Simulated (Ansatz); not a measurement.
GaPt:
Space group P2₁3 (No. 198); a = b = c = 4.902 Å, α = β = γ = 90.00°

```tsv
atom	site	symmetry	x	y	z
Ga	4a	.3.	0.0932	0.0932	0.0932
Pt	4a	.3.	0.3981	0.3981	0.3981
```

Relaxed with PBEsol.

Q: Which orbitals make up the states near the Fermi level in the program Ansatz at the PBEsol level (PAW)?

A: Within 0.5 eV of the Fermi level: Pt 5d 47 %, Ga 4p 34 %, Ga 4s 11 %. Projections are on Löwdin-orthogonalised atomic valence shells; empty p or d shells of many metals are not among them.

Q: Tabulate the density of states.

A: States/eV per cell of 8 atoms, in 0.25 eV bins, energy from the Fermi level.

| E (eV) | total | Pt 5d | Ga 4p | Ga 4s |
|---|---|---|---|---|
| -7.85 | 3.59 | 1.06 | 0.86 | 1.32 |
| -7.60 | 3.27 | 1.22 | 0.62 | 1.21 |
| -7.35 | 3.05 | 1.32 | 0.44 | 1.10 |
| -7.10 | 3.51 | 1.75 | 0.34 | 1.19 |
| -6.85 | 0.36 | 0.12 | 0.14 | 0.05 |
| -6.60 | 1.73 | 0.62 | 0.63 | 0.20 |
| -6.35 | 2.50 | 1.15 | 0.79 | 0.24 |
| -6.10 | 5.13 | 2.78 | 1.45 | 0.35 |
| -5.85 | 4.90 | 2.83 | 1.31 | 0.27 |
| -5.60 | 2.68 | 1.58 | 0.69 | 0.12 |
| -5.35 | 6.45 | 4.38 | 1.37 | 0.17 |
| -5.10 | 7.09 | 5.36 | 1.27 | 0.14 |
| -4.85 | 9.78 | 8.01 | 1.31 | 0.17 |
| -4.60 | 13.20 | 11.54 | 1.15 | 0.16 |
| -4.35 | 10.95 | 9.41 | 1.10 | 0.18 |
| -4.10 | 5.83 | 4.83 | 0.76 | 0.07 |
| -3.85 | 10.94 | 9.00 | 1.52 | 0.15 |
| -3.60 | 7.88 | 6.45 | 1.07 | 0.15 |
| -3.35 | 10.00 | 8.28 | 1.24 | 0.16 |
| -3.10 | 8.58 | 7.35 | 0.83 | 0.18 |
| -2.85 | 8.66 | 7.43 | 0.82 | 0.19 |
| -2.60 | 11.32 | 9.86 | 0.98 | 0.22 |
| -2.35 | 11.08 | 9.63 | 0.97 | 0.21 |
| -2.10 | 6.58 | 5.60 | 0.65 | 0.12 |
| -1.85 | 5.05 | 4.27 | 0.46 | 0.13 |
| -1.60 | 5.67 | 4.59 | 0.68 | 0.16 |
| -1.35 | 3.52 | 2.45 | 0.73 | 0.18 |
| -1.10 | 2.80 | 1.86 | 0.65 | 0.09 |
| -0.85 | 3.99 | 2.34 | 1.05 | 0.26 |
| -0.60 | 3.39 | 1.76 | 1.05 | 0.30 |
| -0.35 | 4.00 | 1.85 | 1.37 | 0.42 |
| -0.10 | 2.24 | 0.96 | 0.84 | 0.23 |
| 0.15 | 0.86 | 0.43 | 0.28 | 0.09 |
| 0.40 | 0.81 | 0.44 | 0.20 | 0.13 |
| 0.65 | 1.13 | 0.54 | 0.31 | 0.21 |
| 0.90 | 1.84 | 0.76 | 0.57 | 0.38 |
| 1.15 | 2.63 | 0.95 | 0.93 | 0.50 |
| 1.40 | 2.93 | 0.96 | 1.04 | 0.50 |
| 1.65 | 1.76 | 0.56 | 0.56 | 0.40 |
| 1.90 | 2.56 | 0.80 | 0.66 | 0.77 |
| 2.15 | 2.15 | 0.62 | 0.53 | 0.69 |
| 2.40 | 3.90 | 0.91 | 1.07 | 1.15 |
| 2.65 | 4.54 | 0.94 | 1.33 | 1.33 |
| 2.90 | 3.34 | 0.62 | 1.12 | 0.91 |
| 3.15 | 2.26 | 0.39 | 0.86 | 0.54 |
| 3.40 | 4.15 | 0.63 | 1.64 | 0.79 |
| 3.65 | 3.78 | 0.51 | 1.63 | 0.64 |
| 3.90 | 3.46 | 0.41 | 1.52 | 0.56 |
| 4.15 | 3.22 | 0.36 | 1.47 | 0.47 |
| 4.40 | 3.02 | 0.33 | 1.40 | 0.45 |
| 4.65 | 2.65 | 0.27 | 1.27 | 0.32 |

Space group P2_13. The first step of the workflow began from a Materials Project structure, measured or hypothetical; the Crystallography Open Database copy checked does not list it. With Ga and Pt taken as one species the cell has the higher symmetry Pa-3, so it may be an ordered model of a mixed-site phase. Whether it is the stable phase at ambient conditions was not checked. The cell was relaxed with PBEsol under the symmetry of its start; of distortions, only those at the zone centre were tested. No spin polarisation was allowed. Scalar-relativistic: spin–orbit coupling is off unless named, which matters more the heavier the elements.

Potentials: the earlier of the program's two PAW sets.
